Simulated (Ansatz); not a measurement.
## NaZn4Sb3: reading a single point

```yaml
crystal:
  lattice:
    - [2.21160, 3.83061, 0.00000]
    - [-2.21160, 3.83061, 0.00000]
    - [0.00000, -2.55374, 11.62011]
  atoms:
    - { symbol: Na, position: [0.50000, 0.50000, 0.50000] }
    - { symbol: Zn, position: [0.09206, 0.09206, 0.27618] }
    - { symbol: Zn, position: [0.90794, 0.90794, 0.72382] }
    - { symbol: Zn, position: [0.30060, 0.30060, 0.90180] }
    - { symbol: Zn, position: [0.69940, 0.69940, 0.09820] }
    - { symbol: Sb, position: [0.22599, 0.22599, 0.67797] }
    - { symbol: Sb, position: [0.77401, 0.77401, 0.32203] }
    - { symbol: Sb, position: [0.00000, 0.00000, 0.00000] }
```

The numbers come from plane-wave PAW DFT (Ansatz): r2SCAN, no spin polarisation, 500 eV, 8×8×8 Γ-centred k points, gaussian occupations (width 0.2284 eV). Nothing was relaxed.

Question: What happens at the Fermi level?

Answer: It is a metal, with about 0.54 states/eV a cell as the mean within 0.25 eV of the Fermi level, mostly Sb p (73 %) and Zn s (16 %).

Question: What does the stress say?

Answer: The pressure is 0.5 GPa (compression positive), so with the atoms held at these fractions the cell would first expand.

Question: Describe some of the short contacts.

Answer: Zn–Sb at 2.60 Å: least valence density 0.37 e/Å³ and ELF 0.45 there. Na–Sb at 3.29 Å: least valence density 0.05 e/Å³ and ELF 0.02 there. Na–Zn at 3.65 Å: least valence density 0.03 e/Å³ and ELF 0.02 there, so no covalent bond. These are pseudo-fields; inside the PAW spheres they differ from the all-electron ones.

Question: Where is the largest force?

Answer: The largest is on Sb6 (and as large on other atoms): 0.29 eV/Å, components (0.00, 0.00, -0.29). It makes 180° with the line to a nearest neighbour, Zn4 at 2.60 Å, pointing away from it.

Origin: a known structure type with other elements, at an estimated volume, so it need not be a known compound. Caveats: wide smearing.
